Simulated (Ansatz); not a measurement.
Starting cell, C (diamond):

```
C
1.0
    0.00000     3.56028     3.56028
    1.78014     0.00000     1.78014
    1.78014     1.78014     0.00000
C
4
Cartesian
  1.78014   1.78014   1.78014
  1.78014   3.56028   3.56028
  2.67021   2.67021   2.67021
  2.67021   4.45035   4.45035
```

In this cell atom 3 (C, nearest neighbour C at 1.542 Å; its periodic images, 2.5 Å or more away, move with it) is moved by s along Cartesian x, unit vector (1.000, 0.000, 0.000); all other atoms and the cell stay fixed.

Level of theory: r2SCAN (plane waves to 500 eV, PAW, scalar-relativistic; Ansatz, a quantum-chemistry and plane-wave program). k mesh 13×13×13 (Γ-centred), Fermi-Dirac smearing 0.05 eV. F⊥ is the part of the force across the line. C was relaxed with its symmetry unable to fall. 

```json
[
 {"s (Å)": "-0.310", "|F⊥| (eV/Å)": "1.965"},
 {"s (Å)": "-0.248", "|F⊥| (eV/Å)": "1.444"},
 {"s (Å)": "-0.186", "|F⊥| (eV/Å)": "1.015"},
 {"s (Å)": "-0.124", "|F⊥| (eV/Å)": "0.646"},
 {"s (Å)": "-0.062", "|F⊥| (eV/Å)": "?"},
 {"s (Å)": "0.000", "|F⊥| (eV/Å)": "0.000"},
 {"s (Å)": "0.062", "|F⊥| (eV/Å)": "?"},
 {"s (Å)": "0.124", "|F⊥| (eV/Å)": "0.643"},
 {"s (Å)": "0.186", "|F⊥| (eV/Å)": "1.005"},
 {"s (Å)": "0.248", "|F⊥| (eV/Å)": "?"},
 {"s (Å)": "0.310", "|F⊥| (eV/Å)": "1.916"}
]
```

### Question
Complete the blanks.

### Answer

- -0.062, |F⊥| (eV/Å): 0.314
- 0.062, |F⊥| (eV/Å): 0.313
- 0.248, |F⊥| (eV/Å): 1.421

(A displaced cell: forces are minus the slopes of the energy, force constants its curvatures, and phonons follow from these.)
